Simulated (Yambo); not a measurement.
GaAl₃N₄ (space group Pm, No. 6), G0W0@PBEsol in Yambo with this input:

```
rim_cut
gw0
dyson
el_el_corr
HF_and_locXC
ppa
em1d
RandQpts= 1000000
RandGvec= 1 Ry
EXXRLvcs= 84 Ry
VXCRLvcs= 336 Ry
Chimod= "HARTREE"
% BndsRnXp
 1 | 162 |
%
NGsBlkXp= 8 Ry
% LongDrXp
 1.0 | 1.0 | 1.0 |
%
PPAPntXp= 27.2114 eV
% GbndRnge
 1 | 162 |
%
GTermKind= "BG"
DysSolver= "n"
ExtendOut
```

On a 2×4×2 mesh, with wavefunctions cut at 84 Ry, the gap (Γ → Γ) is 4.759 eV and the valence edge shifts by -0.574 eV.

Problem. What happens with this change: no random integration?

Solution. The gap falls by 0.053 eV, to 4.706 eV; the shift of the valence edge becomes -0.384 eV. Neither run is shown to be the converged limit.

The standard potential for Ga keeps a d shell in the valence without the s and p states of that shell. In tests on such compounds this moved G0W0 gaps by up to about 0.9 eV, so absolute quasiparticle energies here are unreliable; differences between settings are what counts.

Spin-orbit coupling is not included.

Geometry of the Materials Project entry, not relaxed at this level; primitive cell a = 5.038 Å, b = 3.125 Å, c = 5.411 Å, α = 90.00°, β = 90.04°, γ = 90.00°.

The structure is a Materials Project entry; no match was found in the copy of COD used, and its stability was not checked.

A shift is the quasiparticle energy of the state minus its PBEsol energy.
